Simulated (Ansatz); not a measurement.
SiGe:
Space group P6₃mc (No. 186); a = 3.9043 Å, b = 3.9043 Å, c = 6.4540 Å, α = 90.00°, β = 90.00°, γ = 120.00°

```csv
atom,site,symmetry,x,y,z
Si,2b,3m.,0.3333,0.6667,0.3745
Ge,2b,3m.,0.3333,0.6667,0.0005
```

Relaxed with r²SCAN.

### Question
Tabulate the valence density and the electron localisation function along the shortest Si–Ge contact (2.40 Å), r²SCAN (plane waves, PAW; program Ansatz).

### Answer


```tsv
distance from Si (Å)	density (e/Å³)	ELF
0.24	0.09	0.34
0.36	0.18	0.32
0.48	0.30	0.48
0.60	0.42	0.72
0.72	0.51	0.86
0.84	0.55	0.92
0.96	0.56	0.93
1.08	0.55	0.92
1.20	0.56	0.88
1.32	0.58	0.78
1.44	0.63	0.63
1.56	0.77	0.49
1.68	1.15	0.36
1.80	2.19	0.22
1.92	5.33	0.09
2.04	13.48	0.03
2.16	29.18	0.01
```

The density is the valence pseudo-density with augmentation charge, so density and ELF within about 1 Å of a nucleus are not all-electron values.

Space group P6_3mc (wurtzite). The workflow started from a Materials Project entry (that database holds measured and hypothetical structures alike); the Crystallography Open Database copy checked does not list it. Whether it is the stable phase at ambient conditions was not checked. The cell was relaxed with r²SCAN under the symmetry of its start; whether a distortion lowers the energy is not shown.

Potentials: the later of the program's two PAW sets.
